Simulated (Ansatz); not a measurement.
The start is a generated cell, WS2 built in the AFLOW prototype A2B_tI12_140_h_a (C16, as in Al2Cu). Cell shape, volume and atoms are optimised at zero target pressure with r2SCAN (plane waves to 500 eV, PAW, scalar-relativistic; Ansatz, a quantum-chemistry and plane-wave program). First-step values are on the input's coarse k-mesh.

Ansatz input (later rounds restart from its end on a renewed k-mesh):
Ansatz 0.2 input:
```yaml
crystal:
  lattice:
    - [-3.2401859, 3.2401859, 2.6071695]
    - [3.2401859, -3.2401859, 2.6071695]
    - [3.2401859, 3.2401859, -2.6071695]
  atoms:
    - { symbol: S, position: [0.158, 0.658, 0.816] }
    - { symbol: S, position: [0.342, 0.158, 0.5] }
    - { symbol: S, position: [0.658, 0.842, 0.5] }
    - { symbol: S, position: [0.842, 0.342, 0.184] }
    - { symbol: W, position: [0.75, 0.75, 0] }
    - { symbol: W, position: [0.25, 0.25, 0] }
basis: { ecutwfc: 500, ecutrho_ratio: 4, xc_grid: 4, fft_grid_basis: typed }
kpoints: { mp_grid: { grid: [6, 6, 6] } }
hamiltonian:
  xc: r2scan
  dispersion: none
  pseudopotentials: { azcp: { folder: ./paw }, kind: paw }
scf: { occupations: { method: fermi_dirac, width: 0.05 } }
relax: { f_tol: 0.01, max_steps: 100, cell: { stress_tol: 0.02 } }
output: { forces: true, stress: true }
```

| Item | Value |
|---|---|
| Initial pressure | -15 GPa (negative: the cell is under tension) |
| Largest initial force | about 0.9 eV/Å, on S1, S2, S3, S4 (atoms numbered as listed) |
| Outcome | The space group stays I4/mcm (No. 140) (the run could not lower it), with 6 atoms in the primitive cell |
| Energy released | 0.41 eV/atom |
| Volume change | -14.3 %, from 18.25 to 15.64 Å³/atom |
| Band gap at the end | no gap (metallic) |
| Optimiser moves | 10 |

The end point of the relaxation:

```cif
data_S8W4
_chemical_formula_sum 'S8 W4'
_space_group_name_H-M_alt 'I4/mcm'
_space_group_IT_number 140
_space_group_name_Hall '-I 4 2c'
_cell_length_a 5.76749
_cell_length_b 5.76749
_cell_length_c 5.64127
_cell_angle_alpha 90.000
_cell_angle_beta 90.000
_cell_angle_gamma 90.000
loop_
_atom_site_label
_atom_site_type_symbol
_atom_site_symmetry_multiplicity
_atom_site_Wyckoff_symbol
_atom_site_fract_x
_atom_site_fract_y
_atom_site_fract_z
_atom_site_occupancy
S1 S 8 h 0.17300 0.32700 0.00000 1
W1 W 4 a 0.00000 0.00000 0.25000 1
```
(The calculation used a cell of 6 atoms; values per cell refer to that cell.)

Final values are on a 12×12×12 k-mesh of the relaxed cell. No spin polarisation in the result.

The run could not lose the symmetry of its start: the end is stationary, and may be a saddle point rather than a minimum.

The relaxed structure here is a generated cell of WS2: the first start was made by placing the elements on the sites of a structure type, and the end was not matched to a known phase here, so it may be hypothetical. Known forms of WS2 include space group No. 194.
